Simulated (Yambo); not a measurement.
**Cs₂KYCl₆: sweep of GW parameters**

G0W0@PBEsol for Cs2KYCl6 (space group Fm-3m, No. 225) in Yambo. Reference settings: 2×2×2 Γ-centred k mesh, bands 2 to 372 and a 6 Ry block in the screening, 372 bands in G with the Bruneval-Gonze terminator, plasmon pole fitted at 27.2 eV. The PBEsol gap Γ → Γ on this mesh is 4.96 eV; G0W0 gaps are taken between the same points.

| change from the reference | G0W0 gap Γ → Γ (eV) | shift of the valence edge (eV) | rough Yambo cost |
|---|---|---|---|
| reference settings | 7.54 | -1.85 | 1 |
| 139 bands in W, 139 bands in G | 7.54 | -1.57 | about 1/3 |
| 239 bands in G | 7.54 | -1.82 | – |
| 171 bands in W | 7.54 | -1.71 | within a factor of two |
| 3 Ry block | 7.31 | -1.67 | within a factor of two |
| 5 Ry block | 7.51 | -1.82 | within a factor of two |
| 1×1×1 mesh | 7.41 | -1.75 | about 1/10 |
| 139 bands in G, no terminator | 7.30 | -1.20 | – |
| 239 bands in G, no terminator | 7.42 | -1.56 | – |
| no terminator | 7.49 | -1.71 | – |

The reference isn't shown to be the converged limit. Costs are rough (shared machines), scaled to the same edge states, and given only for runs that recompute the screening.

Geometry of the Materials Project entry, not relaxed at this level; primitive cell a = 8.0291 Å, b = 8.0291 Å, c = 8.0291 Å, α = 60.00°, β = 60.00°, γ = 60.00°.

The structure is a Materials Project entry; no match was found in the copy of COD used, and its stability was not checked.

A shift is the quasiparticle energy of the state minus its PBEsol energy.
